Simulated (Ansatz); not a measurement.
The relaxed structure here is a generated cell of GaNi: the first start was made by placing the elements on the sites of a structure type, and the end was not matched to a known phase here, so it may be hypothetical.

One starting cell of GaNi (a generated cell, GaNi built in the AFLOW prototype AB_hP8_186_ab_ab (B5, as in SiC)) was relaxed twice with Ansatz (plane waves, PAW, scalar-relativistic): with PBEsol at 420 eV and with PBE at 420 eV. The PBEsol result:

```cif
data_Ga4Ni4
_chemical_formula_sum 'Ga4 Ni4'
_space_group_name_H-M_alt 'P63mc'
_space_group_IT_number 186
_space_group_name_Hall 'P 6c -2c'
_cell_length_a 2.69428
_cell_length_b 2.69428
_cell_length_c 16.83652
_cell_angle_alpha 90.000
_cell_angle_beta 90.000
_cell_angle_gamma 120.000
loop_
_atom_site_label
_atom_site_type_symbol
_atom_site_symmetry_multiplicity
_atom_site_Wyckoff_symbol
_atom_site_fract_x
_atom_site_fract_y
_atom_site_fract_z
_atom_site_occupancy
Ga1 Ga 2 a 0.00000 0.00000 0.02427 1
Ga2 Ga 2 b 0.33333 0.66667 0.27420 1
Ni1 Ni 2 a 0.00000 0.00000 0.16290 1
Ni2 Ni 2 b 0.33333 0.66667 0.41300 1
```

| quantity | PBEsol | PBE |
|---|---|---|
| space group | P6₃mc | P6₃mc |
| volume (Å³/atom) | 13.23 | (withheld) |
| a (Å) | 2.694 | (withheld) |
| c (Å) | 16.837 | (withheld) |
| gap (eV, no spin-orbit coupling) | 0.00 | (withheld) |

### Question
What does PBE give for the same quantities?

### Answer

- volume (Å³/atom), PBE: 13.98
- a (Å), PBE: 2.754
- c (Å), PBE: 17.033
- gap (eV, no spin-orbit coupling), PBE: 0.00

Both levels end in the same structure; PBE's volume is 5.7 % larger. Neither column is exact.

No spin polarisation in the result. A magnetic state may lie lower.

The run could not lose the symmetry of its start: the end is stationary, and may be a saddle point rather than a minimum.

Ansatz is a quantum-chemistry and plane-wave program.
